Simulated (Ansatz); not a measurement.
Relaxed-ion elastic tensor of NbPd in space group R-3m (No. 166; Nb on 3a, Pd on 3b) in GPa (Voigt order), DFT-PBEsol in the program Ansatz with PAW potentials; density 10.39 g/cm³, 15.92 Å³ per atom.

```
  270    191    120  -28.2    0.0    0.0
  191    270    120   28.2    0.0    0.0
  120    120    390    0.0    0.0    0.0
-28.2   28.2    0.0   63.3    0.0    0.0
  0.0    0.0    0.0    0.0   63.3  -28.2
  0.0    0.0    0.0    0.0  -28.2   39.5
```

Q: Is the crystal mechanically stable?

A: Yes: the smallest eigenvalue of C is 20.8 GPa.

Q: Work out the Voigt, Reuss and Hill averages.

A: K_V = 199, K_R = 199, K_H = 199; G_V = 66.5, G_R = 39.0, G_H = 52.7 GPa.

Q: Give Young's modulus, Poisson's ratio, Pugh's ratio and the universal anisotropy index.

A: E = 9KG/(3K + G) = 145 GPa; ν = 0.38; K/G = 3.77 (ductile by the Pugh limit of 1.75); A_U = 5G_V/G_R + K_V/K_R − 6 = 3.53.

Q: Estimate the sound speeds and the Debye temperature.

A: v_l = √((K + 4G/3)/ρ) = 5090 m/s, v_t = √(G/ρ) = 2250 m/s, mean 2540 m/s; Θ = (h/k)(3n/4πV)^(1/3) v_m = 301 K.

Q: Solve the Christoffel equation for the three sound speeds along x, y, z.

A: Eigenvalues of C_ijkl n_j n_l equal ρv². In km/s, slowest first: x 1.42, 2.81, 5.10; y 1.95, 2.39, 5.13; z 2.47, 2.47, 6.13.

Q: How much does each axis shrink under pressure?

A: Linear compressibilities β_i = Σ_j S_ij (j = 1 to 3): x 1.8, y 1.8, z 1.5 per TPa.

The workflow started from a Materials Project entry (that database holds measured and hypothetical structures alike); the Crystallography Open Database copy checked does not list it. With Nb and Pd taken as one species the cell has the higher symmetry Fm-3m, so it may be an ordered model of a mixed-site phase. Its standing as an ambient phase is unchecked. The cell was relaxed with PBEsol under the symmetry of its start; whether a distortion lowers the energy is not shown. No spin polarisation was allowed. As this level gives no gap, shear constants depend on the k-mesh and smearing (Fermi–Dirac, 0.1 eV here). On the denser mesh and wider smearing of the elastic run this cell carries a stress of 0.3 GPa.

Potentials: the later of the program's two PAW sets.
